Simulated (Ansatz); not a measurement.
A plane-wave DFT run in Ansatz 0.2.0 (scalar-relativistic PAW potentials unless the input names others): input and command.

```yaml
crystal:
  lattice:
    - [0.0, 2.7350468821, 2.7350468821]
    - [2.7350468821, 0.0, 2.7350468821]
    - [2.7350468821, 2.7350468821, 0.0]
  atoms:
    - { symbol: Si, position: [0.75, 0.75, 0.75] }
    - { symbol: Si, position: [0.5, 0.5, 0.5] }
basis:
  ecutwfc: "30 meV"
kpoints:
  mp_grid: { grid: [8, 8, 8] }
hamiltonian:
  xc: pbe
scf:
  occupations: { method: gaussian, width: 0.02 }
  max_iter: 100
output:
  forces: true
  eigenvalues: true
  stress: true
```

```bash
ansatz run input.yaml --threads 4 --pin off --max-ram 10240MiB --backend cpu --events-out ev --progress --plain --runs-dir out
```

Q: What will the program do with this input?

A: The program refuses it, because of a cutoff in the wrong unit (basis.ecutwfc: 420 → "30 meV"). With the sound run's settings it is accepted.

Abridged log:
```
Error: inconsistent input (basis.ecutwfc, kpoints): the smallest per-k basis holds n_pw = 0 plane waves (k-point 1, counted from 0 among those solved) but the deck needs at least 5 band(s) per channel, and no run solves more bands than the smallest per-k basis has plane waves; raise basis.ecutwfc until the smallest per-k basis, which caps the automatic band count, holds at least 5 plane waves
```